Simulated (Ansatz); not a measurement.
NaAuO2 in space group Cmcm (No. 63; Na on 4c, Au on 4c, O on 8f), DFT-LDA in the program Ansatz with PAW potentials. The conduction-band minimum lies on the T–Y line, 3 % of the way from T, with 2 equivalent valleys. Second derivatives d²E/dk² of the lowest band at one valley (eV·Å²), along Cartesian directions:

```tsv
direction	d²E/dk²
[100]	3.042
[010]	11.00
[001]	18.34
[110]	7.023
[101]	10.70
[011]	14.67
```

Find the principal effective masses, the density-of-states mass and the conductivity mass.

Off-diagonal terms follow from H_xy = H[110] − (H_xx + H_yy)/2, and m*/mₑ = 7.620 eV·Å² over each eigenvalue: 0.42, 0.69, 2.5. One valley's DOS mass (m₁m₂m₃)^(1/3) = 0.90, conductivity mass 3/(Σ 1/mᵢ) = 0.71 mₑ.

What effective density of states Nc follows at 300 K for parabolic valleys?

Nc = 2.509e19 × 2 × (0.90)^(3/2) ≈ 4.3e19 cm⁻³.

With the computed static dielectric constant 7.56 (mean of the diagonal), estimate a hydrogenic donor's binding energy and radius.

E = 13.606 eV × 0.71/7.56² ≈ 170 meV; a = 0.529 Å × ε/m* ≈ 5.6 Å. Semilocal masses tend to be too small where the gap is.

The workflow started from a Materials Project entry (that database holds measured and hypothetical structures alike); the Crystallography Open Database copy checked does not list it. Its standing as an ambient phase is unchecked. Symmetry was held in the LDA relaxation; phonons on a q-mesh show no instability. Spin–orbit coupling is left out wherever it is not named.

Potentials: the later of the program's two PAW sets.
